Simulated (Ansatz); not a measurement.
According to plane-wave PAW r²SCAN (Ansatz code), BP in the hexagonal phase (P6_422; B on 3c, P on 3d) relaxes to a = 3.276 Å, c = 7.005 Å. Against the elements it lies at 0.065 eV/atom, with no fitted shifts.

It is gapped at this level: 0.23 eV (indirect). The valence maximum lies at Γ and the conduction minimum at M (3 equivalent valleys). HSE06 on the same cell gives 0.62 eV. Electrons at the band edge weigh 0.18, 0.27, 0.31 mₑ (principal values). The hole mass is 0.33, 0.42, 0.42 mₑ (principal values).

An equation-of-state fit gives a bulk modulus of 177 GPa. The relaxed-ion elastic constants in GPa are C11 = 434, C12 = 43.2, C13 = 61.7, C33 = 393, C44 = 212. The elastic constants imply a Debye temperature near 1150 K. Bader charges are B +0.47, P -0.47 e.

The start of the workflow was typed in or built on a structure type; neither database checked (COD, Materials Project) lists it. It is not the phase usual at ambient conditions (space group No. 216). Symmetry was held in the r²SCAN relaxation; whether a distortion lowers the energy is not shown. The references are the lowest solids computed at this level, not always the standard phases.

Potentials: the later of the program's two PAW sets.
